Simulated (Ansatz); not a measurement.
# Sn

```
Sn
1.0
     0.00000    3.24560    3.24560
     3.24560    0.00000    3.24560
     3.24560    3.24560    0.00000
Sn
2
Direct
  0.50000 0.50000 0.50000
  0.75000 0.75000 0.75000
```

Atoms are numbered in the order listed.

The cell is COD entry 9008568, as deposited and not checked against the literature; nothing was relaxed.

No spin–orbit coupling, which matters for the heavy atoms here.

All numbers below come from DFT, PBEsol, all-electron LAPW, scalar-relativistic in Ansatz 0.2.0.

Settings: a Γ-centred 11×11×11 k mesh, Fermi–Dirac smearing of 0.05 eV, basis error target 1 meV/atom, no spin polarisation.

* Pressure at this cell: 0.99 GPa
* Band gap: none at this level of theory (metallic, semimetallic, or a small gap that the functional closes)
* Density of states at the Fermi level (0.2 eV bin): 0.05 states/eV per cell
* Volume per atom: 34.19 Å³
